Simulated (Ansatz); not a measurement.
Space group R-3m:H (No. 166). a = 4.130 Å, b = 4.130 Å, c = 28.620 Å, α = 90.00°, β = 90.00°, γ = 120.00°
```tsv
atom	site	symmetry	x	y	z
Bi	6c	3m	0.6667	0.3333	0.7336
Se	3a	-3m	0.0000	0.0000	0.0000
Se	6c	3m	0.3333	0.6667	0.8783
```

Equation of state of this Bi$_{2}$Se$_{3}$ structure (not necessarily the ground state), with shape and atoms relaxed at each volume where symmetry leaves them free. The calculation used DFT PBEsol, scalar-relativistic, plane waves, PAW (Ansatz).

Plane waves to 420 eV, a k mesh through Γ of 12×12×12 on the computed 5-atom cell and Gaussian smearing (0.01 eV); no spin polarisation.

```csv
V (Å³/atom),E − E(largest V) (meV/atom),P (GPa),gap on mesh (eV)
26.497,6.53,2.69,0.04
27.343,-3.22,1.13,0.03
28.189,-5.92,-0.02,0.12
29.034,-4.02,-0.63,0.27
29.880,0.00,-0.94,0.43
```

Fit a third-order Birch–Murnaghan equation to E(V).

V0 = 28.19 Å³/atom, B0 = 28 GPa, B0' = 17.5. B0' is unusual or poorly fixed by this range.

Spin-orbit coupling is left out, which matters for the bands of heavy elements.

The gaps are read on the mesh, which can miss the band edges, so they can be too wide.